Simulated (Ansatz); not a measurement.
Cu Kα1 powder pattern (kinematic, no thermal factors).
```
2θ (°)  relative intensity
 14.62                  19
 22.01                  10
 35.03                   9
 35.30                   1
 36.36                   9
 37.10                  20
 37.13                  59
 39.13                   1
 43.13                 100
 44.69                   4
 49.95                   5
 53.88                   2
 60.33                   2
 62.62                  30
 62.66                  30
 64.73                   2
 67.27                   3
 74.66                   1
 75.08                   8
 75.12                  16
 75.14                   8
 79.03                   5
 79.11                  14
```

The pattern is computed from a structure relaxed with DFT PBE, scalar-relativistic, plane waves, PAW (Ansatz 0.2.0). No spin polarisation. Its elements are Al, Ga, N.

Give the structure.

Al2Ga3N5.
Space group R-3m:H (No. 166). a = 2.963 Å, b = 2.963 Å, c = 36.317 Å, α = 90.00°, β = 90.00°, γ = 120.00°
| atom | site | symmetry | x | y | z |
| --- | --- | --- | --- | --- | --- |
| Al | 6c | 3m | 0.6667 | 0.3333 | 0.7329 |
| Ga | 3a | -3m | 0.0000 | 0.0000 | 0.0000 |
| Ga | 6c | 3m | 0.0000 | 0.0000 | 0.7992 |
| N | 6c | 3m | 0.3333 | 0.6667 | 0.9654 |
| N | 6c | 3m | 0.3333 | 0.6667 | 0.7645 |
| N | 3b | -3m | 0.6667 | 0.3333 | 0.8333 |

A pattern alone doesn't exclude other cells with like lines; this is the one computed.

The structure comes from a generated guess; another structure or a mixture of phases may lie lower.
